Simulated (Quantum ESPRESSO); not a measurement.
```xyz
4
Lattice="3.2011 -1.4931 -0.0148 3.2011 1.4931 -0.0148 -2.8473 0.0000 5.2961" Properties=species:S:1:pos:R:3 pbc="T T T"
O     -0.1399     0.0000     1.3085
O      3.6948     0.0000     3.9581
Na     1.7774     0.0000     2.6333
Au     3.2011     0.0000    -0.0148
```

Cell and atoms were relaxed with LDA from Materials Project entry mp-997089, within its symmetry.

Problem. What does LDA (pw.x of Quantum ESPRESSO, ONCV potentials, no spin-orbit coupling) give for the electronic structure near the Fermi level?

Solution. The LDA gap is 1.29 eV; at least one edge lies off the plotted path, at a point of the SCF mesh. The smallest direct gap is 1.74 eV. Another valence extremum on the path lies within 0.02 eV, too close to call. Without spin-orbit coupling, band edges of such heavy elements can be off by tenths of an eV.

The structure is a Materials Project entry; no match was found in the copy of COD used, and its stability was not checked.
